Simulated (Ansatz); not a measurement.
# Computed properties of Tc3Ru

Tc$_{3}$Ru:
Space group P6₃/mmc (No. 194); a = b = 5.4669 Å, c = 4.3300 Å, α = β = 90.00°, γ = 120.00°

```json
[
 {"atom": "Tc", "site": "6h", "symmetry": "mm2", "x": "0.1647", "y": "0.3294", "z": "0.2500"},
 {"atom": "Ru", "site": "2d", "symmetry": "-6m2", "x": "0.6667", "y": "0.3333", "z": "0.2500"}
]
```

Space group P6_3/mmc (No. 194); conventional cell a = 5.4669 Å, b = 5.4669 Å, c = 4.3300 Å, α = 90.00°, β = 90.00°, γ = 120.00°.

Method: r²SCAN (plane waves, PAW; program Ansatz). The cell and atoms are relaxed at this level. Other levels are named where they apply.

Cell and energy:

```json
{
 "volume_per_atom": "14.01 Å³",
 "density": "11.70 g/cm³",
 "Formation energy from the elements (no fitted shifts)": "-0.054 eV/atom"
}
```

Electronic structure:

```json
{
 "electronic_character": "metallic (no gap)",
 "Density of states at the Fermi level": "0.84 states/eV per atom (mean over ±0.08 eV)"
}
```

The workflow started from a Materials Project entry (that database holds measured and hypothetical structures alike); the Crystallography Open Database copy checked does not list it. With Tc and Ru taken as one species the cell has the higher symmetry P6_3/mmc, so it may be an ordered model of a mixed-site phase. Its standing as an ambient phase is unchecked. Symmetry was held in the r²SCAN relaxation; whether a distortion lowers the energy is not shown. The run is not spin-polarised. Axis ratios of metals converge slowly with the k-mesh, so a and c are less sure than the volume. The references are the lowest solids computed at this level, not always the standard phases. Spin–orbit coupling is left out wherever it is not named.

Potentials: the later of the program's two PAW sets.
